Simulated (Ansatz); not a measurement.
Theory: DFT PBE, scalar-relativistic, plane waves, PAW in Ansatz 0.2.0. Cutoff 420 eV, Γ-centred meshes of about 0.25 Å⁻¹ or finer for metals and 0.3 Å⁻¹ for insulators (2π included), Gaussian smearing. No spin polarisation.

All energies are static (0 K, no zero-point motion).

Two forms of Ge₂Sb₂O were relaxed alike.

A.

```xyz
5
Lattice="4.1977 0.0000 0.0000 -2.0989 3.6353 0.0000 0.0000 0.0000 9.2938" Properties=species:S:1:pos:R:3 pbc="T T T"
Ge    0.0000    0.0000    1.7848
Ge    0.0000    0.0000    7.5091
Sb    2.0989    1.2118    6.3154
Sb    0.0000    2.4236    2.9784
O     0.0000    0.0000    0.0000
```

B.

```xyz
5
Lattice="-2.0959 5.7089 2.9395 2.0959 -5.7089 2.9395 2.0959 5.7089 -2.9395" Properties=species:S:1:pos:R:3 pbc="T T T"
Ge    0.0000    7.3289    0.1233
Ge    0.0000    4.0889    0.1233
Sb    0.0000    1.6333    1.3219
Sb    2.0959    4.0756   -1.6176
O     0.0000    5.7089    0.9898
```

Task: Which is lower in energy, and by how much?

Result: A is lower, by 29 meV/atom. A has space group P-3m1 (No. 164), 28.4 Å³/atom and a gap of 0.23 eV on its mesh; B has space group Imm2 (No. 44), 28.1 Å³/atom and no gap. Counting Ge or Sb atoms around O (for each partner element, those within 1.25 times its shortest distance or 1.15 times the sum of covalent radii, where it is the nearest in units of that sum or under 1.3), A and B both have O 2. Both come from trial cells of a structure search.

No dispersion correction is applied, so the spacing and binding between layers, chains or molecules are poorly described (P-3m1), and this can change margins and order among such cells. Spin–orbit coupling, which can matter for Sb, is left out. Kohn–Sham gaps at this level usually fall short of measured ones. The missing spin–orbit coupling can work the other way here. The zero gap of Imm2 may come from the functional, which often closes small gaps, or the cell may be a true semimetal. Small gaps are read on the mesh alone, and bands can cross between its points. A has imaginary phonons (to 96i cm⁻¹), so it is a saddle point at this level. Other cells relaxed within their symmetry can be saddle points.
